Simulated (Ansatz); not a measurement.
The start is a generated trial cell of VBiO4 in the scheelite structure type. A full variable-cell relaxation at zero pressure is run with r2SCAN (plane waves to 500 eV, PAW, scalar-relativistic; Ansatz, a quantum-chemistry and plane-wave program). The first steps use a coarse 5×5×5 k-mesh.

Initial structure:
```yaml
crystal:
  lattice:
    - [-2.55421, 2.55421, 5.54199]
    - [2.55421, -2.55421, 5.54199]
    - [2.55421, 2.55421, -5.54199]
  atoms:
    - { symbol: Bi, position: [0.75000, 0.25000, 0.50000] }
    - { symbol: Bi, position: [0.00000, 0.00000, 0.00000] }
    - { symbol: V, position: [0.25000, 0.75000, 0.50000] }
    - { symbol: V, position: [0.50000, 0.50000, 0.00000] }
    - { symbol: O, position: [0.09420, 0.98630, 0.40930] }
    - { symbol: O, position: [0.57700, 0.68490, 0.59070] }
    - { symbol: O, position: [0.73630, 0.82700, 0.39210] }
    - { symbol: O, position: [0.43490, 0.34420, 0.60790] }
    - { symbol: O, position: [0.65580, 0.26370, 0.09070] }
    - { symbol: O, position: [0.17300, 0.56510, 0.90930] }
    - { symbol: O, position: [0.01370, 0.42300, 0.10790] }
    - { symbol: O, position: [0.31510, 0.90580, 0.89210] }
```
Spin-polarised start, with parallel moments on V.

Q: What pressure does the first self-consistent step give?

A: +4.9 GPa (positive: the cell is compressed).

Q: How does the volume change?

A: +5.4 %, from 12.05 to 12.70 Å³/atom.

Q: How do the shortest distances between atoms change?

A: The closest pairs of elements (up to four, under 3.6 Å), start → end: O–V 1.74 → 1.72 Å; Bi–O 2.38 → 2.43 Å; O–O 2.70 → 2.76 Å.

The space group stays I4₁/a (No. 88) (the run could not lower it), with 12 atoms in the primitive cell. Final values are on a 7×7×7 k-mesh of the relaxed cell. No spin polarisation in the result: the starting moments vanished. No Hubbard U is applied.

The run could not lose the symmetry of its start.

The first start was generated by placing the elements on the sites of a structure type. A measured structure of VBiO4 has the same space group, I4₁/a (No. 88); the sites were not compared with it.
